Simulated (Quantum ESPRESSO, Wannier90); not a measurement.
## GaSe (R3m), plane waves to Wannier functions

```xyz
4
Lattice="-1.8871 3.2685 0.0000 -3.7742 0.0000 0.0000 -1.8871 1.0895 8.7047" Properties=species:S:1:pos:R:3 pbc="T T T"
Ga     0.0000     0.0000     1.2224
Ga     0.0000     0.0000    -1.2133
Se    -1.8871     1.0895     2.3764
Se    -1.8871     1.0895    -2.3684
```

Materials Project entry mp-11342; symmetrised, unrelaxed at this level. Not found in the COD (Crystallography Open Database) copy used, which has the formula in other groups; not checked further. Method: LDA plane waves in Quantum ESPRESSO 7.5 (PseudoDojo norm-conserving files, 69 Ry, no spin polarisation, no spin-orbit coupling), Bloch states on a 8×8×8 mesh through Γ, Wannier90 4.0.1. Density: 10×10×10 mesh, cold smearing 0.01 Ry. The cell is built of weakly bound layers, chains or molecules, whose nearest atoms lie 4.52 Å apart. Database cells relaxed without dispersion often hold them too far apart, which can enlarge gaps and weakens couplings between them; spacing and stacking were not compared with the measured crystal. Spin-orbit coupling, left out, would split the p-like bands by a few tenths of an eV.

A tight-binding model is made by disentanglement and projection with no localisation steps (num_iter = 0), so the 16 orbitals stay atom-like: hydrogen-like Ga: s;p; Se: s;p, axes along x, y, z; frozen window up to 2.60 eV relative to the valence-band maximum. It follows pw.x to 4.1 meV rms for states up to 2.1 eV relative to the valence-band maximum. Matrix elements depend on this choice of orbitals and windows.

The 45 largest hoppings ⟨m,0|H|n,R⟩ between different sites (one of each Hermitian pair; signs follow the real orbitals' lobes; the list may end inside a set of equal values):

```tsv
m	n	R	distance of the centres (Å)	t (eV)
Ga2 pz	Ga1 pz	0 0 0	3.05	2.450
Ga2 pz	Ga1 s	0 0 0	2.76	-2.441
Ga2 s	Ga1 pz	0 0 0	2.74	2.439
Se3 py	Ga1 py	1 0 0	2.74	1.948
Se4 py	Ga2 py	1 0 0	2.74	1.942
Se3 py	Ga1 s	1 0 0	2.57	-1.914
Se4 py	Ga2 s	1 0 0	2.57	-1.912
Se3 s	Ga1 py	1 0 0	2.58	1.865
Se4 s	Ga2 py	1 0 0	2.58	1.863
Ga2 s	Ga1 s	0 0 0	2.45	-1.689
Se3 px	Ga1 s	0 1 0	2.53	1.657
Se3 px	Ga1 s	0 0 0	2.53	-1.657
Se4 px	Ga2 s	0 1 0	2.53	1.656
Se4 px	Ga2 s	0 0 0	2.53	-1.656
Se3 s	Ga1 px	0 0 0	2.52	1.615
Se3 s	Ga1 px	0 1 0	2.52	-1.615
Se4 s	Ga2 px	0 0 0	2.52	1.614
Se4 s	Ga2 px	0 1 0	2.52	-1.614
Se3 py	Ga1 pz	1 0 0	2.45	-1.610
Se4 py	Ga2 pz	1 0 0	2.44	1.606
Ga2 py	Ga1 py	0 0 0	2.30	-1.460
Ga2 px	Ga1 px	0 0 0	2.30	-1.460
Se3 px	Ga1 pz	0 1 0	2.41	1.394
Se3 px	Ga1 pz	0 0 0	2.41	-1.394
Se4 px	Ga2 pz	0 0 0	2.40	1.391
Se4 px	Ga2 pz	0 1 0	2.40	-1.391
Se4 pz	Ga2 py	1 0 0	2.68	1.391
Se3 pz	Ga1 py	1 0 0	2.68	-1.388
Se3 s	Ga1 s	0 0 0	2.42	-1.253
Se3 s	Ga1 s	1 0 0	2.42	-1.253
Se3 s	Ga1 s	0 1 0	2.42	-1.253
Se4 s	Ga2 s	0 1 0	2.41	-1.251
Se4 s	Ga2 s	1 0 0	2.41	-1.251
Se4 s	Ga2 s	0 0 0	2.41	-1.251
Se3 px	Ga1 py	0 1 0	2.50	1.249
Se3 py	Ga1 px	0 1 0	2.55	1.249
Se3 px	Ga1 py	0 0 0	2.50	-1.249
Se3 py	Ga1 px	0 0 0	2.55	-1.249
Se4 py	Ga2 px	0 1 0	2.54	1.246
Se4 py	Ga2 px	0 0 0	2.54	-1.246
Se4 px	Ga2 py	0 1 0	2.51	1.246
Se4 px	Ga2 py	0 0 0	2.51	-1.246
Se3 px	Ga1 px	0 1 0	2.64	1.226
Se3 px	Ga1 px	0 0 0	2.64	1.226
Se4 px	Ga2 px	0 0 0	2.64	1.223
```
